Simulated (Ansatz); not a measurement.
BN:
Space group F-43m (No. 216); a = 3.6051 Å, b = 3.6051 Å, c = 3.6051 Å, α = 90.00°, β = 90.00°, γ = 90.00°

```json
[
 {"atom": "B", "site": "4a", "symmetry": "-43m", "x": "0.0000", "y": "0.0000", "z": "0.0000"},
 {"atom": "N", "site": "4d", "symmetry": "-43m", "x": "0.7500", "y": "0.7500", "z": "0.7500"}
]
```
(The calculation used a cell of 2 atoms; values per cell refer to that cell.)

Relaxed with PBEsol.

Problem. Give the optical modes at the zone centre with their infrared activity from DFPT, PBEsol in the plane-wave PAW code Ansatz.

Solution. Transverse frequencies, without the LO–TO term; a row sums one degenerate level.

```csv
ω (cm⁻¹),degeneracy,IR ((D/Å)²/amu),activity,symmetry
1045,3,41.03,IR,T2
```

Problem. How high does the top mode go among those that the LO–TO term moves?

Solution. 1277 cm⁻¹ for q along x.

Symmetry was held in the PBEsol relaxation.

Potentials: the earlier of the program's two PAW sets. The files were generated under PBE; for other functionals the program regenerates the frozen cores, and for LDA and PBEsol the local potential too.
